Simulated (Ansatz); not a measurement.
**Mg$_{2}$NCl: axial (c/a) deformation path**

These are results of DFT PBE, scalar-relativistic, plane waves, PAW in Ansatz, not measurements. The runs took a 420 eV cutoff, a Γ-centred 12×12×12 mesh and Gaussian smearing (0.05 eV). No spin polarisation. Energies are free energies at this smearing, counted from the undisturbed cell; pressure is positive in compression.

The starting cell (as given, not relaxed at this level; it stands at -0.1 GPa, and it needn't be the usual structure):

```yaml
crystal:
  lattice:
    - [1.66067, 0.95879, 6.00298]
    - [-1.66067, 0.95879, 6.00298]
    - [0.00000, -1.91757, 6.00298]
  atoms:
    - { symbol: Mg, position: [0.22282, 0.22282, 0.22282] }
    - { symbol: Mg, position: [0.77719, 0.77719, 0.77719] }
    - { symbol: N, position: [0.50000, 0.50000, 0.50000] }
    - { symbol: Cl, position: [0.00000, 0.00000, 0.00000] }
```

At fixed volume and fractional coordinates, lengths along (0.000, 0.000, 1.000) are scaled against those across it; ρ is that ratio over its starting value.

```
    ρ  ΔE (meV/atom) pressure (GPa) gap on the mesh (eV)
0.800          197.3            -1.3                  1.97
0.850          111.1            -1.2                  2.38
0.920              ?            -0.8                     ?
0.960            8.1            -0.5                  2.43
1.000            0.0            -0.1                  2.25
1.050           11.0             0.5                  1.91
1.100           44.4             1.2                  1.48
1.200          173.8               ?                     ?
1.300          375.4             5.1                  0.00
```

Where the gap reads zero the k-mesh, chosen for the insulator, is on the coarse side.

Task: Give the withheld values.

Result: ΔE (meV/atom) at ρ = 0.920: 31.7; gap on the mesh (eV) at ρ = 0.920: 2.55; pressure (GPa) at ρ = 1.200: 2.9; gap on the mesh (eV) at ρ = 1.200: 0.43.